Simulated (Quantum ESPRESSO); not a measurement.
In2Cu4PtRu, a curve over strain

Simulated, not a measurement. The program is pw.x of Quantum ESPRESSO 7.5 (plane-wave density functional theory). The cell is made up: eight metal atoms on a face-centred cubic lattice, with elements, volume, strain and displacements drawn at random and not relaxed, so it may be unstable or far from any real phase. PseudoDojo standard norm-conserving files set the functional (PBE unless stated); there is no spin polarisation or spin-orbit coupling, the Fermi-Dirac width of 0.25 eV means electrons at about 2900 K, and the masses in the input are unused placeholders. The copper pseudopotential is less sure than most, with forces differing by about three percent and pressure by about two GPa from a second method on plain copper. Heavy elements are run without spin-orbit coupling, which real alloys of them have. A spin test at this wide smearing found no moment, but such smearing suppresses magnetism that the real alloy may have.

Seven runs add a strain to one cell (biaxial xx and yy); the atoms follow the cell and are not relaxed. Stress in the table is positive in tension.

Input of the run at -0.0036:

```
&control calculation='scf', pseudo_dir='./dojo.nc.sr.pbe.v0_5.standard.upf', outdir='./o', disk_io='minimal', tprnfor=.true., tstress=.true. /
&system ibrav=0, nat=8, ntyp=4, nbnd=78, ecutwfc=92.02030273, nosym=.true., tot_charge=0,
 occupations='smearing', smearing='fd', degauss=0.0183746611
/
&electrons conv_thr=1.470e-08, electron_maxstep=70, mixing_beta=0.5 /
ATOMIC_SPECIES
Cu 1.0 Cu.upf
In 1.0 In.upf
Pt 1.0 Pt.upf
Ru 1.0 Ru.upf
CELL_PARAMETERS angstrom
0.001 3.9842 4.0601
4.0038 0.042 4.0189
4.0161 3.9555 0.0299
ATOMIC_POSITIONS angstrom
In -0.0958 0.1034 0.0371
Cu 2.0789 1.9387 0.0706
Pt 1.9678 0.0179 2.103
In 4.0563 1.9822 1.9499
Cu -0.0714 2.0203 1.9857
Cu 2.1207 3.9257 2.055
Cu 2.0527 2.2014 4.0783
Ru 3.8555 4.1181 4.0448
K_POINTS automatic
5 5 5 1 1 1
```

```
added strain  free energy less that of the input shown (eV)  stress xx (GPa)  stress yy (GPa)  stress zz (GPa)  stress xy (GPa)  pressure (GPa)  iterations
     -0.0243                                        -0.0273            -0.96            -3.05            -2.56            -0.10            2.19          16
     -0.0196                                        -0.0373             0.40            -1.68            -1.40            -0.07            0.89          16
     -0.0036                                         0.0000             4.53             2.44             2.21             0.01           -3.06          14
     +0.0089                                         0.0980             7.26             5.18             4.64             0.04           -5.70          14
     +0.0110                                         0.1198             7.68             5.61             5.02             0.05           -6.10          14
     +0.0167                                         0.1862             8.76             6.71             6.01             0.05           -7.16          15
     +0.0246                                         0.2952            10.11             8.09             7.27             0.05           -8.49          15
```

A cubic fit gives a slope of stress xx against the added strain of 226 GPa at zero added strain, with the atoms clamped. Across the table the energy follows the integral of volume times stress to 1.3 meV. A rerun of one of the cells at a higher cutoff and on a denser mesh moved values by no more than 0.002 eV in energy, 0.08 GPa in stress and 0.003 eV/Å in force, and a second program with other atomic files agreed on that cell to 2 % rms in force and 0.5 GPa in pressure.